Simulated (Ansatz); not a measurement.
Input and command of a plane-wave DFT calculation in Ansatz:

```yaml
crystal:
  lattice:
    - [-1.4716264603, 1.4716264603, 12.8426681889]
    - [1.4716264603, -1.4716264603, 12.8426681889]
    - [1.4716264603, 1.4716264603, -12.8426681889]
  atoms:
    - { symbol: Ta, position: [0.0, 0.0, 0.0] }
    - { symbol: Ta, position: [0.75, 0.25, 0.5] }
    - { symbol: Au, position: [0.4231194444, 0.4231194444, 0.0] }
    - { symbol: Au, position: [0.1731194444, 0.6731194444, 0.5] }
    - { symbol: Au, position: [0.3268805556, 0.8268805556, 0.5] }
    - { symbol: Au, position: [0.5768805556, 0.5768805556, 0.0] }
basis:
  ecutwfc: 420
kpoints:
  mp_grid: { grid: [18, 18, 18] }
hamiltonian:
  xc: pbe
scf:
  occupations: { method: gaussian, width: 0.1 }
output:
  forces: true
  stress: true
  eigenvalues: true
relax:
  adjacent_minimum: "off"
  f_tol: 0.01
  max_steps: 80
  cell: { stress_tol: 0.05 }
```

```bash
ansatz run input.yaml --threads 1 --pin off --max-ram 2560MiB --backend cpu --events-out ev --progress --plain --runs-dir out
```

Processor: Intel(R) Xeon(R) Platinum 8488C (Sapphire Rapids), 1 thread, on a host shared with other jobs.

Problem. How long does it run, and how much memory does it take?

Solution. About 14 min on 1 thread of Intel(R) Xeon(R) Platinum 8488C (Sapphire Rapids), with other jobs on the host, peak memory 2.1 GiB. It solves 62 bands at 480 k points (the mesh reduced by the symmetry that the task leaves, which can be less than the crystal's) with about 2127 plane waves (on the last cell), in 40 SCF iterations over 6 ionic steps.
